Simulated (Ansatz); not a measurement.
Method: DFT PBE, scalar-relativistic, plane waves, PAW (Ansatz). Settings: cutoff 420 eV, Γ-centred meshes spaced at most about 0.3 Å⁻¹, and about 0.25 Å⁻¹ or finer for metals (2π included), Gaussian smearing. No spin polarisation in the final relaxations.

Temperature and zero-point effects are left out. All come from trial cells, and lower structures may exist.

Question: These unrelaxed guesses for Mg2Ge3N are each relaxed within their symmetry. Order them by the energy at which they end, lowest first.
A.

Space group P6/mmm (No. 191). a = 5.033 Å, b = 5.033 Å, c = 4.456 Å, α = 90.00°, β = 90.00°, γ = 120.00°
| atom | site | symmetry | x | y | z |
| --- | --- | --- | --- | --- | --- |
| Mg | 2c | -6m2 | 0.3333 | 0.6667 | 0.0000 |
| Ge | 2d | -6m2 | 0.3333 | 0.6667 | 0.5000 |
| Ge | 1a | 6/mmm | 0.0000 | 0.0000 | 0.0000 |
| N | 1b | 6/mmm | 0.0000 | 0.0000 | 0.5000 |

B.

Space group P-3m1 (No. 164). a = 3.274 Å, b = 3.274 Å, c = 9.008 Å, α = 90.00°, β = 90.00°, γ = 120.00°
| atom | site | symmetry | x | y | z |
| --- | --- | --- | --- | --- | --- |
| Mg | 2d | 3m. | 0.6667 | 0.3333 | 0.3584 |
| Ge | 2d | 3m. | 0.6667 | 0.3333 | 0.7769 |
| Ge | 1b | -3m. | 0.0000 | 0.0000 | 0.5000 |
| N | 1a | -3m. | 0.0000 | 0.0000 | 0.0000 |

C.

Space group R-3m:H (No. 166). a = 5.231 Å, b = 5.231 Å, c = 13.160 Å, α = 90.00°, β = 90.00°, γ = 120.00°
| atom | site | symmetry | x | y | z |
| --- | --- | --- | --- | --- | --- |
| Mg | 6c | 3m | 0.0000 | 0.0000 | 0.1250 |
| Ge | 9e | .2/m | 0.0000 | 0.5000 | 0.0000 |
| N | 3b | -3m | 0.3333 | 0.6667 | 0.1667 |

D.

Space group P-4m2 (No. 115). a = 3.574 Å, b = 3.574 Å, c = 7.888 Å, α = 90.00°, β = 90.00°, γ = 90.00°
```
atom  site  symmetry       x       y       z
  Mg    2g      2mm. 0.0000  0.5000  0.7365
  Ge    1b      -4m2  0.5000  0.5000  0.0000
  Ge    2g      2mm. 0.0000  0.5000  0.3835
   N    1a      -4m2  0.0000  0.0000  0.0000
```

Answer: B (ends in P-3m1, 0 meV/atom), D (ends in P-4m2, 27 meV/atom), C (ends in R-3m, 168 meV/atom), A (ends in P6/mmm, 0.49 eV/atom). Even the lowest end lies +0.26 eV/atom against the elements.

Cells relaxed within their symmetry can be saddle points. Some types were kept out of the candidates beforehand, so the set may lack a known form.
